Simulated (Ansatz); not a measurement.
Zn$_{3}$N$_{2}$ (La2O3 or Ni2Al3 type, P-3m1) at seven volumes, DFT-PBE in the program Ansatz with PAW potentials, shape and atoms relaxed at each. One row is withheld.

```tsv
V (Å³/atom)	P (GPa)
10.315	14.80
10.655	?
10.995	4.08
11.335	0.00
11.675	-3.33
12.015	-5.90
12.355	-7.56
```

**Question.** Fit the shown pressures and predict the withheld one.

**Answer.** P = (3/2)B₀(x^(7/2) − x^(5/2))[1 + (3/4)(B′ − 4)(x − 1)] with x = (V₀/V)^(2/3). Least squares on the six rows gives V₀ = 11.332 Å³/atom, B₀ = 118 GPa, B′ = 6.29. At V = 10.655, x = 1.0419 and P = 8.81 GPa. The run itself gave 8.95 GPa.

A made-up cell: these elements were put on the sites of a structure type; neither database checked (COD, Materials Project) lists it. Its standing as an ambient phase is unchecked. Symmetry was held in the PBE relaxation; its stability against distortions is not shown here.

Potentials: the later of the program's two PAW sets.
